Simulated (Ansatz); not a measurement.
Values for one crystal, relaxed and computed with r²SCAN (plane waves, PAW; program Ansatz); other levels are named.

| Quantity | Result |
|---|---|
| Volume per atom | 22.73 Å³ |
| Band gap | 1.87 eV (direct) |
| Electron effective mass | 0.12 mₑ (isotropic) |
| Hole effective mass, band 2 of 3 at the edge | 0.60 along [100], 0.60 along [110], 1.3 along [111] (mₑ) |
| Formation energy from the elements (no fitted shifts) | -0.85 eV/atom |
| HSE06 gap on the r²SCAN cell | 2.42 eV |
| Gap with spin–orbit coupling | 1.75 eV |

Problem. Which compound is it?
A) ZnSe, zinc blende
B) WSe2, P6_3/mmc (W on 2c, Se on 4f)
C) GaN, zinc blende
D) PbSe, zinc blende

Solution. A, ZnSe, zinc blende

Space group F-43m (zinc blende). The r²SCAN relaxation kept the symmetry of its start. The references are the lowest solids computed at this level, not always the standard phases. Spin–orbit coupling is left out wherever it is not named.

Potentials: the later of the program's two PAW sets.
